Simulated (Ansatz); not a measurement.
Input:

RhPb:
```
RhPb
1.0
    5.61766     0.00000     0.00000
   -2.80883     4.86504     0.00000
    0.00000     0.00000     4.40324
Rh Pb
3 3
Direct
  0.00000   0.50000   0.00000
  0.50000   0.00000   0.00000
  0.50000   0.50000   0.00000
  0.66667   0.33333   0.50000
  0.33333   0.66667   0.50000
  0.00000   0.00000   0.00000
```

This is the LDA-relaxed structure.

All from LDA (plane waves, PAW; program Ansatz), unless another level is named. Predict the bulk modulus (Birch–Murnaghan fit).

141 GPa.

And the highest zone-centre frequency?

231 cm^-1.

Space group P6/mmm. The workflow started from a Materials Project entry (that database holds measured and hypothetical structures alike); the Crystallography Open Database files this formula in space group No. 191, but the cells were not matched. Whether it is the stable phase at ambient conditions was not checked. Symmetry was held in the LDA relaxation. At this level the phase is dynamically unstable (imaginary phonons). The run is not spin-polarised. As this level gives no gap, phonon frequencies hold no LO–TO term and depend on the k-mesh and smearing (Fermi–Dirac, 0.1 eV here). Scalar-relativistic: spin–orbit coupling is off unless named, which matters more the heavier the elements.

Potentials: the later of the program's two PAW sets.
